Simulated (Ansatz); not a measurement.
## Structures of Ni2F: which is lowest?

Plane-wave DFT in Ansatz with scalar-relativistic PAW potentials, cutoff 420 eV, Γ-centred meshes chosen by cell and gap, Gaussian smearing with energies taken to zero width. Every cell was relaxed (cell and atoms) in a run of its own, within the symmetry of its start. Functional: PBE.

Relaxed structures (starts from databases or built by putting these elements on another compound's sites):
A. P4/nmm, 6 atoms in the computed cell, a = 3.374 Å, c = 6.213 Å; sites (symmetry × multiplicity) Ni -4m2 × 2 + 4mm × 2, F 4mm × 2; start: built
B. P4_2/nmc, 6 atoms in the computed cell, a = 2.603 Å, c = 9.946 Å; sites (symmetry × multiplicity) Ni 2mm. × 4, F -4m2 × 2; start: built

Task: Rank them by energy. Could pressure change the order?

Result:
| structure | group | E − E(lowest) (meV/atom) | V (Å³/atom) | gap on mesh (eV) |
| --- | --- | --- | --- | --- |
| B | P4_2/nmc | 0.0 | 11.23 | 0.00 |
| A | P4/nmm | 183 | 11.79 | 0.00 |

B is lowest, 183 meV/atom under A. The lowest is also the densest of these, so pressure wouldn't bring one of the others in at first order. Other structures may lie lower than all of these, and vibrations aren't counted.

Moments started parallel, and an antiferromagnetic order may lie lower. Magnetic cells started from one order each; another order can shift an energy by tens of meV per atom.